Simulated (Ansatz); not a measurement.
Trial structure of Re2P3, not yet relaxed:

```
CELL_PARAMETERS angstrom
3.38400 0.00000 0.00000
-1.69200 2.93063 0.00000
0.00000 0.00000 8.29672
ATOMIC_POSITIONS crystal
Re 0.33333 0.66667 0.83200
Re 0.66667 0.33333 0.16800
P 0.66667 0.33333 0.66400
P 0.00000 0.00000 0.00000
P 0.33333 0.66667 0.33600
```

All numbers below come from DFT PBE+D3(BJ), scalar-relativistic, plane waves, PAW (Ansatz 0.2.0). Plane waves to 420 eV, a k mesh through Γ of 6×6×2 on the computed 5-atom cell and Gaussian smearing (0.10 eV); no spin polarisation.

Formation energies are uncorrected and refer to the elements' standard structures at the same level. The references include black phosphorus.

Problem. How far from equilibrium is it?

Solution. The pressure is 1.9 GPa (the mean over three directions, positive in compression), the largest force is 1.01 eV/Å, and the energy is +0.36 eV/atom against the elements. The shortest distance is 2.40 Å.

Problem. Is it a good guess?

Solution. A rough one: relaxing gains about 0.42 eV/atom (the start's value is from the coarse mesh, so the gain is rough) in 17 ionic steps and ends at −0.06 eV/atom on the finer mesh. The symmetry stays P-3m1 (No. 164). The volume per atom shrinks by 13.9 %, from 16.5 to 14.2 Å³. The shortest distance goes from 2.40 Å (Re–P) to 2.39 Å (Re–P). The ratio c/a of the conventional cell changes by a factor of 1.31. Conventional cell: a = 2.940 Å, c = 9.462 Å. Around Re lie 3 P at 2.39 Å, 3 P at 2.54 Å and 6 Re at 2.94 Å; P on a site of symmetry 3m is surrounded by 3 Re at 2.39 Å and 9 P at 2.89–2.94 Å; P on a site of symmetry -3m has 6 Re at 2.54 Å and 6 P at 2.94 Å.

The last run used a 12×12×4 mesh (in the run's order of axes) for its 5-atom cell and Gaussian smearing of 0.10 eV. These runs have no spin–orbit coupling, which can matter for Re. The relaxation can't lower the symmetry of the start, and the grade says only how near the guess is to its own end. A structure relaxed within its symmetry needn't be a true minimum.
